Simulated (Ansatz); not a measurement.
Ti2O3 (corundum, R-3c) at seven volumes, plane-wave PAW PBEsol (Ansatz code), shape and atoms relaxed at each. One row is withheld.

```tsv
V (Å³/atom)	P (GPa)
9.257	26.99
9.563	16.50
9.868	?
10.173	-0.01
10.478	-6.44
10.783	-11.85
11.089	-16.36
```

Q: Fit the shown pressures and predict the withheld one.

A: Third-order Birch–Murnaghan: P = (3/2)B₀(x^(7/2) − x^(5/2))[1 + (3/4)(B′ − 4)(x − 1)] with x = (V₀/V)^(2/3). Least squares on the six rows gives V₀ = 10.172 Å³/atom, B₀ = 231.2 GPa, B′ = 4.55. At V = 9.868, x = 1.0204 and P = 7.52 GPa. The run itself gave 7.58 GPa.

The first step of the workflow began from a Materials Project structure, measured or hypothetical; the Crystallography Open Database files this formula in space group No. 167, but the cells were not matched. Its standing as an ambient phase is unchecked. The PBEsol relaxation kept the symmetry of its start; whether a distortion lowers the energy is not shown. No spin polarisation was allowed.

Potentials: the later of the program's two PAW sets.
